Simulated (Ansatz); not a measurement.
A plane-wave DFT run in Ansatz 0.2.0 (scalar-relativistic PAW potentials unless the input names others): input and command.

```yaml
crystal:
  lattice:
    - [2.8385205513, 0.0, 0.0]
    - [-1.4192602757, 2.4582309066, 0.0]
    - [0.0, 0.0, 5.0658835747]
  atoms:
    - { symbol: Ta, position: [0.6768599404, 0.3429975353, 0.7479866166] }
    - { symbol: Ta, position: [0.3231400596, 0.6570024647, 0.2520133834] }
basis:
  ecutwfc: 420
kpoints:
  mp_grid: { grid: [12, 12, 8] }
hamiltonian:
  xc: lda
scf:
  occupations: { method: gaussian, width: 1.0 }
  max_iter: 50
output:
  forces: true
  eigenvalues: true
  stress: true
```

```bash
ansatz run input.yaml --threads 2 --pin off --max-ram 5120MiB --backend cpu --events-out ev --progress --plain --runs-dir out
```

Abridged log:
```
Basis set: ecut = 420 eV, 701 PW (Γ)
Bands: 19, of which v1, the nominal top of the filled ones, is band 13 counted from 1 (12 counted from 0)
Symmetry: 2 space group operations
k-points: 580 of 1152
SCF iter   1: F=—  HF=-19365.210684 eV  |F-HF|=—  |Δ(HF+E_count)|=         —  Δρ=8.77e-3  dr2=2.57e-2  ethr=1.77e-3  ⟨swp⟩=4.9  Hψ=46854  notcnv=0
SCF iter   2: F=—  HF=-19365.204774 eV  |F-HF|=—  |Δ(HF+E_count)|=   5.91e-3  Δρ=5.52e-3  dr2=1.07e-2  ethr=9.87e-5  ⟨swp⟩=1.0  Hψ=15660  notcnv=0
SCF iter   3: F=—  HF=-19365.201138 eV  |F-HF|=—  |Δ(HF+E_count)|=   3.64e-3  Δρ=5.25e-4  dr2=6.17e-5  ethr=4.10e-5  ⟨swp⟩=2.1  Hψ=14828  notcnv=0
SCF iter   4: F=—  HF=-19365.201110 eV  |F-HF|=—  |Δ(HF+E_count)|=   2.85e-5  Δρ=1.20e-4  dr2=3.21e-6  ethr=2.37e-7  ⟨swp⟩=2.4  Hψ=19623  notcnv=0
SCF iter   5: F=—  HF=-19365.201109 eV  |F-HF|=—  |Δ(HF+E_count)|=   5.82e-7  Δρ=3.66e-5  dr2=2.81e-7  ethr=1.23e-8  ⟨swp⟩=2.5  Hψ=14549  notcnv=0
SCF iter   6: F=-19365.201109 eV  HF=-19365.201109 eV  |F-HF|=6.37e-10  |Δ(HF+E_count)|=   6.43e-8  Δρ=3.53e-6  dr2=2.10e-9  ethr=3.85e-10  ⟨swp⟩=5.1  Hψ=42181  notcnv=0
SCF 1 converged in 6 iterations: F = -19365.201109 eV  dr2 = 2.10e-9
SCF converged after 6 iterations
Free energy (F): -19365.201109 eV
Harris-Foulkes:  -19365.201109 eV  (|F-HF|=6.37e-10)
Internal energy: -19364.064903 eV  (E = F + TS)
E sigma→0 (E₀):  -19364.633006 eV
Entropy (-TS):   -1.136206 eV (-568.103 meV/atom)
Fermi energy:    19.138429 eV
--- Forces (eV/Å), atoms counted from 1 ---
  atom   1  Ta     0.00492877     0.03096777     0.23252545
  atom   2  Ta    -0.00492877    -0.03096777    -0.23252545
--- Stress (GPa, compression-positive) ---
        4.903368       0.521740       0.030242
        0.521740       3.192061       0.052665
        0.030242       0.052665       0.805403
  P = ⅓ Tr σ = 2.9669 GPa (29.669 kbar)
```

Problem. What is wrong with this input?

Solution. The fault is a smearing of electronvolts (scf.occupations: {"method": "gaussian", "width": 0.15} → {"method": "gaussian", "width": 1.0}, the first being the value of the sound run). Setting it back cures it. The run converged all the same, with an energy at zero smearing 8.46 meV/atom below the reference's, pressure 2.97 GPa, largest force 0.235 eV/Å, no gap on the mesh, so convergence alone doesn't show that an input is right. A reference run from the same start on usual settings converged with pressure -0.16 GPa, largest force 0.262 eV/Å, no gap on the mesh.

It took 6.7 s on 2 threads of AMD EPYC 7R43 64-Core Processor (Zen 3), with other jobs on the host, peak memory 0.59 GiB.